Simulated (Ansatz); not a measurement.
CaZrN2 in space group Pna2_1 (No. 33; Ca on 4a, Zr on 4a, N on 4a, N on 4a), DFT-PBE in the program Ansatz with PAW potentials, all energies at zero smearing, with the estimated change up to a 700 eV cutoff added, with one set of potentials and settings (totals compare only within such a set). Cell of 16 atoms (4 Ca, 4 Zr, 8 N): -27097.799 eV.

```tsv
element	reference phase	E (eV/atom)
Ca	Fm-3m, 1 atoms in the cell	-1816.8613
Zr	P6_3/mmc, 2 atoms in the cell	-4183.8611
N	Pa-3, 8 atoms in the cell	-384.0342
```

Formation energy per atom, worked out: (-27097.799 − 4×(-1816.8613) − 4×(-4183.8611) − 8×(-384.0342))/16 = -1.415 eV/atom (-137 kJ per mol of atoms), at 0 K, without zero-point energy or fitted corrections.

The start of the workflow was typed in or built on a structure type; neither database checked (COD, Materials Project) lists it. Whether it is the stable phase at ambient conditions was not checked. Symmetry was held in the PBE relaxation; whether a distortion lowers the energy is not shown. The run is not spin-polarised. The references are the lowest solids computed at this level, not always the standard phases (solids in place of the gases).

Potentials: the earlier of the program's two PAW sets.
